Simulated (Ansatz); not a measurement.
Values for one crystal, relaxed and computed with the program Ansatz at the r²SCAN level (PAW); other levels are named.

| Property | Value |
|---|---|
| Volume per atom | 15.70 Å³ |
| Electronic character | metallic (no gap) |
| Density of states at the Fermi level | 0.93 states/eV per atom (mean over ±0.08 eV) |
| Pressure derivative B′ | 3.7 |
| Gap with spin–orbit coupling | none (metallic) |
| Bulk modulus (Birch–Murnaghan fit) | 163 GPa |
| Formation energy from the elements (no fitted shifts) | 0.48 eV/atom |

### Question
Which compound is it?
(A) SiMo2C, P6_3/mmc (Si on 2d, Mo on 4f, C on 2a)
(B) HfC, Pm-3m (Hf on 3c, C on 3d)
(C) TiC, P6_3/mmc (Ti on 2c, C on 2d)
(D) Ru2C, P4/nmm (Ru on 2a, Ru on 2c, C on 2c)

### Answer
B, HfC, Pm-3m (Hf on 3c, C on 3d)

The start of the workflow was typed in or built on a structure type; neither database checked (COD, Materials Project) lists it. It is not the phase usual at ambient conditions (space group No. 225). The cell was relaxed with r²SCAN under the symmetry of its start; its stability against distortions is not shown here. The run is not spin-polarised. Its formation energy is positive at this level, so the cell may be metastable or incomplete. The references are the lowest solids computed at this level, not always the standard phases. Scalar-relativistic: spin–orbit coupling is off unless named, which matters more the heavier the elements.

Potentials: the earlier of the program's two PAW sets.
